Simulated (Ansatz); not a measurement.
# Thermal properties of Mg₃GeN from its phonons

Theory: DFT PBE, scalar-relativistic, plane waves, PAW (Ansatz). Cutoff 420 eV, 10×10×10 k-points (Γ-centred), Fermi-Dirac smearing of 0.15 eV. No spin polarisation. Phonons by linear response, acoustic sum rule imposed.

The cell, relaxed at this level:
```
CELL_PARAMETERS angstrom
4.27778 0.00000 0.00000
0.00000 4.27778 0.00000
0.00000 0.00000 4.27778
ATOMIC_POSITIONS crystal
Mg 0.50000 0.00000 0.00000
Mg 0.00000 0.50000 0.00000
Mg 0.00000 0.00000 0.50000
Ge 0.50000 0.50000 0.50000
N 0.00000 0.00000 0.00000
```

It was reached by relaxing an invented guess, and it needn't be the stable form of this composition. In a metal, frequencies and elastic constants depend on the k mesh and the smearing, soft modes and shear constants most. The q mesh is coarse, so values between its points are rough.

Force constants from linear response on a 2×2×2 q mesh, interpolated to a fine mesh.

Phonon density of states, in bins of 10 cm⁻¹:
bin centre (cm⁻¹), share of modes (%) and a bar:
```
        5        0.0
       15        0.0
       25        0.0
       35        0.1
       45        0.2 #
       55        0.3 #
       65        0.4 ##
       75        1.1 ####
       85        2.1 #######
       95        3.5 #############
      105        4.2 ###############
      115        4.8 #################
      125        8.3 ##############################
      135        2.9 ##########
      145        3.8 ##############
      155        4.7 #################
      165        3.2 ###########
      175        3.0 ###########
      185        2.8 ##########
      195        2.9 ###########
      205        2.5 #########
      215        2.3 ########
      225        2.2 ########
      235        2.2 ########
      245        2.0 #######
      255        1.3 #####
      265        1.3 #####
      275        3.0 ###########
      285        5.2 ###################
      295        3.0 ###########
      305        0.4 ##
      315        0.4 #
      325        0.5 ##
      335        0.6 ##
      345        0.8 ###
      355        1.1 ####
      365        0.9 ###
      375        0.7 ###
      385        0.6 ##
      395        0.4 ##
      405        0.2 #
      415        0.1
      425        0.5 ##
      435        2.5 #########
      445        2.3 ########
      455        1.8 #######
      465        1.8 #######
      475        2.1 ########
      485        3.1 ###########
      495        5.9 #####################
```

**Question.** How much zero-point energy does an atom carry?

**Answer.** 45.8 meV.

**Question.** How large are the vibrational entropy and heat capacity at 300 K?

**Answer.** S = 3.16 k_B and C_V = 2.62 k_B per atom, 87 % of the Dulong–Petit value.

**Question.** Tabulate them against temperature.

**Answer.**
```
T (K)  F_vib (meV/atom)  S (k_B/atom)  C_V (k_B/atom)
  100              43.4          0.87            1.41
  200              30.1          2.16            2.28
  300               7.0          3.16            2.62
  400             -23.7          3.93            2.77
  500             -60.4          4.56            2.85
  600            -102.0          5.08            2.89
  700            -147.8          5.53            2.92
  800            -197.2          5.92            2.94
  900            -249.7          6.27            2.95
 1000            -305.1          6.58            2.96
```
